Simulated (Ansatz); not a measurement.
This cell of SiC (zinc blende) is off equilibrium:

```
CELL_PARAMETERS angstrom
      0.00000     2.18988     2.18988
      2.18988     0.00000     2.18988
      2.18988     2.18988     0.00000
ATOMIC_POSITIONS crystal
  C  0.77131 0.77131 0.72869
  Si 0.99089 0.99089 0.00911
```

All values below come from PBE (plane waves to 420 eV, PAW, scalar-relativistic; Ansatz, an electronic-structure program). k mesh 13×13×13 (Γ-centred), Fermi-Dirac smearing 0.05 eV. Stress and pressure are positive under compression. SiC was relaxed with its symmetry unable to fall.

What forces act on the atoms (eV/Å, Cartesian)?


| atom | Fx | Fy | Fz |
|---|---|---|---|
| C1 | 0.000 | 0.000 | -2.419 |
| Si2 | 0.000 | 0.000 | 2.419 |

Give the stress tensor in GPa and the pressure.


```
    3.0      7.8      0.0
    7.8      3.0      0.0
    0.0      0.0      0.0
```
The pressure, a third of the trace, is 2.0 GPa.

(For displaced atoms, the force is minus the slope of the energy, and its curvature is a force constant, which sets phonon frequencies.)
